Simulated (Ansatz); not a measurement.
Nb₂O₅ in space group I4/mmm (No. 139; Pearson symbol tI112), DFT-r²SCAN in the program Ansatz with PAW potentials. The conduction-band minimum lies at Γ, with 1 equivalent valley. Second derivatives d²E/dk² of the lowest band at one valley (eV·Å²), along Cartesian directions:

```json
[
 {"direction": "[100]", "d²E/dk²": "10.46"},
 {"direction": "[010]", "d²E/dk²": "10.46"},
 {"direction": "[001]", "d²E/dk²": "22.18"},
 {"direction": "[110]", "d²E/dk²": "10.46"},
 {"direction": "[101]", "d²E/dk²": "16.32"},
 {"direction": "[011]", "d²E/dk²": "16.32"}
]
```

Problem. Find the principal effective masses, the density-of-states mass and the conductivity mass.

Solution. Off-diagonal terms follow from H_xy = H[110] − (H_xx + H_yy)/2, and m*/mₑ = 7.620 eV·Å² over each eigenvalue: 0.34, 0.73, 0.73. One valley's DOS mass (m₁m₂m₃)^(1/3) = 0.57, conductivity mass 3/(Σ 1/mᵢ) = 0.53 mₑ.

Problem. What effective density of states Nc follows at 300 K for parabolic valleys?

Solution. Nc = 2.509e19 × 1 × (0.57)^(3/2) ≈ 1.1e19 cm⁻³.

The first step of the workflow began from a Materials Project structure, measured or hypothetical; the Crystallography Open Database files this formula in space group No. 139, but the cells were not matched. Its standing as an ambient phase is unchecked. The cell was relaxed with r²SCAN under the symmetry of its start; its stability against distortions is not shown here. No spin polarisation was allowed. Spin–orbit coupling is left out wherever it is not named.

Potentials: the earlier of the program's two PAW sets.

Edges and masses are those of Kohn–Sham bands, whose gap is no quasiparticle gap.
